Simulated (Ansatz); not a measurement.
What a strained PtSe2 layer does to its nuclei

Cell: a structure deposited in the COD, its atoms then relaxed with PBE in this cell.

```xyz
3
Lattice="3.7278 0.0000 0.0000 -1.8639 3.2284 0.0000 0.0000 0.0000 5.0313" Properties=species:S:1:pos:R:3 pbc="T T T"
Pt    0.0000    0.0000    0.0000
Se    0.0000    2.1522    1.3092
Se    1.8639    1.0761    3.7221
```

Sites (sets of like atoms) are named by element and the number of their first atom in this list.

Level of theory: DFT, PBE, plane waves and PAW, scalar-relativistic, 420 eV cutoff, Γ-centred 14×14×9 k-points, Fermi–Dirac smearing 0.05 eV (Ansatz 0.2.0).

The cell is stretched along z (the third Cartesian axis of the run's cell), x and y held, and the ions relax again each time.

1 of the 2 sets of like atoms is followed.

| strain along z (%) | Se: V along z (10²¹ V/m²) |
| --- | --- |
| -3 | -2.39 |
| -2 | -2.53 |
| -1 | -2.70 |
| 0 | -2.94 |
| +1 | -3.17 |
| +2 | -3.49 |
| +3 | ? |

(1) Estimate the row at +3 % from the others.

## Answers

(1) Se: -3.84. Worked for Se: a straight line through the other 6 rows has a slope of -0.219 × 10²¹ V/m² per per cent of strain and gives -3.64 at +3 %, against -3.84 from the run; over all rows the step per per cent runs from -0.14 at the compressed end to -0.35 at the stretched end, so the response isn't a straight line.

At this cell the principal stresses reach 5 GPa in size with PBE, which can matter for small gradients. The run finds no gap above 0.1 eV (a metal, or nearly one), so the gradients can move by 10 % or more with the k-mesh. Without spin–orbit coupling the gradients at and beside Pt can be off by some per cent, at some sites by more.
